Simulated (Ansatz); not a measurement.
Relax this structure to zero stress and force, keeping its symmetry:

```cif
data_structure
_symmetry_space_group_name_H-M 'P-6m2'
_symmetry_Int_Tables_number 187
_cell_length_a 3.3181
_cell_length_b 3.3181
_cell_length_c 29.7394
_cell_angle_alpha 90.000
_cell_angle_beta 90.000
_cell_angle_gamma 120.000
_cell_volume 283.56
loop_
_atom_site_label
_atom_site_type_symbol
_atom_site_symmetry_multiplicity
_atom_site_Wyckoff_symbol
_atom_site_fract_x
_atom_site_fract_y
_atom_site_fract_z
_atom_site_occupancy
W1 W 1 e 0.66667 0.33333 0.00000 1
W2 W 2 h 0.33333 0.66667 0.77045 1
Se1 Se 2 h 0.33333 0.66667 0.05593 1
Se2 Se 2 i 0.66667 0.33333 0.82637 1
Se3 Se 2 i 0.66667 0.33333 0.28545 1
```

The calculation used Ansatz 0.2.0, DFT PBEsol, scalar-relativistic, plane waves, PAW.

Settings: cutoff 420 eV, Γ-centred mesh 12×12×1 on the computed 9-atom cell, Gaussian smearing of 0.02 eV; no spin polarisation.

Task: What does it relax to?

Result: The volume falls by 1.46 Å³/atom to 30.05 Å³/atom, and the energy falls by 7.4 meV/atom. Final structure:
```
W Se
1.0
     3.27090    0.00000    0.00000
    -1.63545    2.83268    0.00000
     0.00000    0.00000   29.18475
W Se
3 6
Direct
  0.66667 0.33333 0.00000
  0.33333 0.66667 0.77346
  0.33333 0.66667 0.22654
  0.33333 0.66667 0.05737
  0.66667 0.33333 0.83084
  0.66667 0.33333 0.28383
  0.33333 0.66667 0.94263
  0.66667 0.33333 0.71617
  0.66667 0.33333 0.16916
```

Course of the relaxation (steps run on the plane waves of an earlier cell, and the basis is chosen afresh near the end, so energy and pressure can step there; trial steps that raised the energy were taken back; energies are free energies):

```csv
step,E − E_final (meV/atom),largest force component (eV/Å),P (GPa),V (Å³/atom)
1,7.4,0.133,-1.87,31.51
2,29.9,0.222,2.93,28.51
3,0.2,0.069,-0.42,30.47
4,-0.1,0.038,-0.02,30.18
5,-0.2,0.001,-0.01,30.05
6,0.0,0.001,-0.01,30.05
```

Spin–orbit coupling is left out, which can shift energies with elements as heavy as these. The cell holds layers, and where no dispersion correction was added their binding is poorly described.